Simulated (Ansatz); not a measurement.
Relaxed NaI (rock salt):

```
NaI
1.0
    0.00000     6.52904     6.52904
    3.26452     3.26452     6.52904
    3.26452     3.26452     0.00000
I Na
2 2
Direct
  0.00000   0.00000   0.00000
  0.50000   0.00000   0.00000
  0.00000   0.50000   0.50000
  0.50000   0.50000   0.50000
```

The atoms are displaced by Q × the pattern below (from a DFPT mode at X = (0.5, 0.5, 0.0), largest move 1; Q in Å), at fixed cell. It is one choice among 2 degenerate patterns. (q is in reciprocal vectors of the primitive cell; the cell shown is doubled to hold the pattern.)

```csv
atom,x,y,z
I1,0.000,-0.185,0.000
I2,0.000,0.185,0.000
Na3,0.000,-1.000,0.000
Na4,0.000,1.000,0.000
```

These are PBE (plane waves to 420 eV, PAW, scalar-relativistic; Ansatz, a quantum-chemistry and plane-wave program) values and carry that method's errors. k mesh 9×9×9 (Γ-centred), Fermi-Dirac smearing 0.05 eV. The energy includes the smearing's −TS. NaI was relaxed with its symmetry unable to fall. Spin-orbit coupling is left out, though I is heavy. ΔE is measured from the undisplaced structure.

```tsv
Q (Å)	ΔE (meV/cell)
-0.180	40.6
-0.150	27.5
-0.120	17.2
-0.090	withheld
-0.060	4.2
-0.030	1.0
0.000	0.0
0.030	1.0
0.060	4.2
0.090	withheld
0.120	17.2
0.150	27.5
0.180	40.6
```

Fit an even polynomial form (powers 2, 4) to the given rows and predict ΔE at Q = -0.090.

Least squares on the 11 given rows: ΔE = (1150)·Q² + (3199)·Q⁴, in meV/cell with Q in Å; root-mean-square residual 0.02 meV/cell. At -0.090 the fit gives 9.5 meV/cell; the calculation gives 9.5 meV/cell, the same to the digits shown. The quadratic term alone would give 9.3 meV/cell.

(For displaced atoms, the force is minus the slope of the energy, and its curvature is a force constant, which sets phonon frequencies.)
